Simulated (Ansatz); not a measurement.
A distorted cell of WC (WC type, space group P-6m2):

```xyz
2
Lattice="2.9129 0.0000 0.0000 -1.4564 2.5226 0.0000 0.0000 0.0000 2.8418" Properties=species:S:1:pos:R:3 pbc="T T T"
W      0.0000     0.0000     0.0000
C      1.4564     0.8409     1.4209
```

Level of theory: PBEsol (plane waves to 420 eV, PAW, scalar-relativistic; Ansatz, a quantum-chemistry and plane-wave program). k mesh 19×19×17 (Γ-centred), Fermi-Dirac smearing 0.05 eV. The energy includes the smearing's −TS. Compression counts positive. Spin-orbit coupling is left out, though W is heavy. WC is run without spin polarisation. WC was relaxed with its symmetry unable to fall.

Task: What is the stress tensor (GPa)?

Result: 
```
   -5.5      0.0      0.0
    0.0     -5.5      0.0
    0.0      0.0     -6.6
```
The pressure, a third of the trace, is -5.9 GPa.

Task: It is the relaxed cell scaled evenly to V/V₀ = 1.015, atoms relaxed where free. What is its energy relative to the relaxed cell?

Result: 3 meV/atom.

(Under strain, the slope of the energy per volume gives the stress and its curvature an elastic modulus.)
